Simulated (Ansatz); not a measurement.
**Ge₂W (I4/mmm): electronic heat capacity and spin susceptibility from the density of states**

The calculation used DFT r2SCAN, scalar-relativistic, plane waves, PAW in Ansatz 0.2.0.

Plane waves to 500 eV, a k mesh through Γ of 18×18×18 on the computed 3-atom cell and Gaussian smearing (0.10 eV); no spin polarisation.

Relaxed cell: I4/mmm, a = 3.323 Å, b = 3.323 Å, c = 8.181 Å, α = 90.00°, β = 90.00°, γ = 90.00°, 3 atoms in the primitive cell. Whether it is the stable form of this composition wasn't checked.

The density of states at the Fermi level is 0.445 states/eV in the cell of 3 atoms (1 formula unit; both spins, tetrahedra on a 27×27×27 mesh). Averaged over bins of 0.1 eV the density runs from 0.5 to 0.8 states/eV within 0.2 eV of the Fermi level, so the figure hangs on the exact place of that level.

Question: What Sommerfeld coefficient and Pauli susceptibility does this give?

Answer: Per formula unit N(E_F) = 0.445 states/eV. γ = (π²/3) k_B² N(E_F) N_A = 2.357 mJ/(mol K²) per state/eV, so γ = 1.0 mJ/(mol K²), a mole of formula units. χ_P = μ_B² N(E_F) N_A = 3.23×10⁻⁵ emu/mol per state/eV gives 1.4×10⁻⁵ emu/mol. This is the bare band result: a measured γ of the same phase is as a rule larger by a factor 1 + λ from phonons and spin fluctuations, the spin part of χ is larger by the Stoner factor, and a measured χ also holds orbital and core terms. N(E_F) at one energy is sensitive to the mesh where the density of states has sharp peaks.

Spin-orbit coupling is left out, which matters for the bands of heavy elements.

Cost: 1 run of about 4.8 core-minutes, on Arm Neoverse V1 (shared hosts).